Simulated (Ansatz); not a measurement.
BaAg₂As₂ (I4/mmm): electronic heat capacity and spin susceptibility from the density of states

Theory: DFT PBE, scalar-relativistic, plane waves, PAW (Ansatz 0.2.0).

Plane waves to 420 eV, a k mesh through Γ of 12×12×12 on the computed 5-atom cell and Gaussian smearing (0.10 eV); no spin polarisation.

Relaxed cell: I4/mmm, a = 4.584 Å, b = 4.584 Å, c = 11.410 Å, α = 90.00°, β = 90.00°, γ = 90.00°, 5 atoms in the primitive cell.

The density of states at the Fermi level is 1.871 states/eV in the cell of 5 atoms (1 formula unit; both spins, tetrahedra on a 18×18×18 mesh).

Question: What Sommerfeld coefficient and Pauli susceptibility does this give?

Answer: Per formula unit N(E_F) = 1.871 states/eV. γ = (π²/3) k_B² N(E_F) N_A = 2.357 mJ/(mol K²) per state/eV, so γ = 4.4 mJ/(mol K²), a mole of formula units. χ_P = μ_B² N(E_F) N_A = 3.23×10⁻⁵ emu/mol per state/eV gives 6.1×10⁻⁵ emu/mol. This is the bare band result: a measured γ of the same phase is as a rule larger by a factor 1 + λ from phonons and spin fluctuations, the spin part of χ is larger by the Stoner factor, and a measured χ also holds orbital and core terms. N(E_F) at one energy is sensitive to the mesh where the density of states has sharp peaks.

Spin-orbit coupling is left out, which matters for the bands of heavy elements.

Cost: 1 run of about 4.1 core-minutes, on Arm Neoverse V1 (shared hosts).